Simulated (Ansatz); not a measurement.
# Bi2S3: Quadrupolar parameters

The cell is a Materials Project structure (computed, not necessarily an observed phase) whose atoms were relaxed with PBE, the cell held.

```
CELL_PARAMETERS angstrom
11.59359 0.00000 0.00000
0.00000 3.99779 0.00000
0.00000 0.00000 11.16062
ATOMIC_POSITIONS crystal
Bi 0.01738 0.25000 0.32598
Bi 0.98262 0.75000 0.67402
Bi 0.48262 0.75000 0.82598
Bi 0.51738 0.25000 0.17402
Bi 0.15809 0.75000 0.03214
Bi 0.84191 0.25000 0.96786
Bi 0.34191 0.25000 0.53214
Bi 0.65809 0.75000 0.46786
S 0.45193 0.75000 0.37028
S 0.54807 0.25000 0.62972
S 0.04807 0.25000 0.87028
S 0.95193 0.75000 0.12972
S 0.12275 0.75000 0.44535
S 0.87725 0.25000 0.55465
S 0.37725 0.25000 0.94535
S 0.62275 0.75000 0.05465
S 0.71330 0.25000 0.30824
S 0.28670 0.75000 0.69176
S 0.78670 0.75000 0.80824
S 0.21330 0.25000 0.19176
```

Atom numbers follow the list; atoms alike are taken as one site, whose name carries the number of the first.

Method: Kohn–Sham DFT in Ansatz, PBE, plane waves and PAW, scalar-relativistic, 420 eV cutoff, Γ-centred 3×7×3 k-points, Fermi–Dirac smearing 0.01 eV.

V_zz is the principal component of the electric field gradient with the largest magnitude, η = (V_xx − V_yy)/V_zz and C_Q = eQV_zz/h. Directions are in the Cartesian axes of the cell vectors above, for the atom listed; none is given where the gradient is under 0.02 or η is above 0.95.

(1) Give the quadrupolar parameters of the distinct sites.

Answers

(1) 

```tsv
site	first atom	first shell	V_zz (10²¹ V/m²)	η	direction of V_zz (x, y, z)
Bi1	1	6 S at 2.69–3.06 Å	-9.49	0.80	1.00 0.00 0.00
Bi5	5	5 S at 2.63–2.98 Å; also 2 S at 3.37 Å	-19.75	0.12	-0.69 0.00 0.72
S9	9	5 Bi at 2.63–3.06 Å	4.61	0.90	0.95 0.00 0.31
S13	13	5 Bi at 2.69–3.37 Å	-8.96	0.21	0.77 0.00 -0.63
S17	17	3 Bi at 2.72–2.75 Å	-2.91	0.34	0.91 0.00 -0.42
```

At S17 V_zz stands upright on the plane through its three neighbours (within 3°).

Spin–orbit coupling is left out, which shifts gradients on Bi by a few per cent, and by more where contributions nearly cancel.

The relaxation (5 steps) took 85 s of wall time (5.5 min of CPU time) and 1.9 GiB at its peak, on 4 threads of Arm Neoverse V1 (aarch64; 8 cores open to the job, memory cap 8.0 GiB, no GPU), a shared host with a load of 0.7 a core.
